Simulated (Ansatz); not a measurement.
Relaxed-ion elastic tensor of AlN (wurtzite, P6_3mc) in GPa (Voigt order), r²SCAN in the plane-wave PAW code Ansatz; density 3.27 g/cm³, 10.40 Å³ per atom.

```tsv
	1	2	3	4	5	6
1	408	138	105	0.0	0.0	0.0
2	138	408	105	0.0	0.0	0.0
3	105	105	384	0.0	0.0	0.0
4	0.0	0.0	0.0	123	0.0	0.0
5	0.0	0.0	0.0	0.0	123	0.0
6	0.0	0.0	0.0	0.0	0.0	135
```

Q: Is the crystal mechanically stable?

A: Yes: the smallest eigenvalue of C is 123 GPa.

Q: Work out the Voigt, Reuss and Hill averages.

A: K_V = 211, K_R = 210, K_H = 210; G_V = 133, G_R = 132, G_H = 133 GPa.

Q: Give Young's modulus, Poisson's ratio, Pugh's ratio and the universal anisotropy index.

A: E = 9KG/(3K + G) = 329 GPa; ν = 0.24; K/G = 1.59 (brittle by the Pugh limit of 1.75); A_U = 5G_V/G_R + K_V/K_R − 6 = 0.03.

Q: Estimate the sound speeds and the Debye temperature.

A: v_l = √((K + 4G/3)/ρ) = 10900 m/s, v_t = √(G/ρ) = 6370 m/s, mean 7060 m/s; Θ = (h/k)(3n/4πV)^(1/3) v_m = 963 K.

Q: How much does each axis shrink under pressure?

A: Linear compressibilities β_i = Σ_j S_ij (j = 1 to 3): x 1.5, y 1.5, z 1.8 per TPa.

The r²SCAN relaxation kept the symmetry of its start; phonons on a q-mesh show no instability.

Potentials: the earlier of the program's two PAW sets.
